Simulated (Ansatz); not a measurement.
HfS$_{2}$:
```xyz
3
Lattice="0.0000 3.1176 3.1176 3.1176 0.0000 3.1176 3.1176 3.1176 0.0000" Properties=species:S:1:pos:R:3 pbc="T T T"
Hf     0.0000     0.0000     0.0000
S      1.5588     1.5588     1.5588
S      4.6764     4.6764     4.6764
```

Relaxed with PBE. Special points in fractions of this cell's reciprocal vectors: Γ (0.000, 0.000, 0.000); X (0.500, 0.000, 0.500); U (0.625, 0.250, 0.625); K (0.375, 0.375, 0.750); L (0.500, 0.500, 0.500); W (0.500, 0.250, 0.750).

**Question.** List the band energies nearest the Fermi level at these points for plane-wave PAW PBE (Ansatz code).

**Answer.** In eV from the Fermi level; about four levels below and three above (degenerate sets whole), none deeper than 8.9 eV; points with the same levels are listed once.

```tsv
k	below	above
Γ	-5.38 -5.38 -5.38 -0.96 -0.96 -0.96	0.27 0.27 4.08
X	-4.71 -4.71 -2.02 -2.02 -0.21	0.20 1.60 2.81
U	-4.47 -2.74 -1.99 -0.32	0.71 1.61 2.82
L	-4.07 -3.15 -2.93 -2.93	0.88 0.88 2.68
W	-3.45 -3.45 -1.92 -0.09	1.07 1.47 2.91 2.91
```

Space group Fm-3m (fluorite). The cell is a constructed one: a structure type filled with these elements; neither database checked (COD, Materials Project) lists it. Its standing as an ambient phase is unchecked. Symmetry was held in the PBE relaxation; its stability against distortions is not shown here. No spin polarisation was allowed. Scalar-relativistic: spin–orbit coupling is off unless named, which matters more the heavier the elements.

Potentials: the later of the program's two PAW sets.
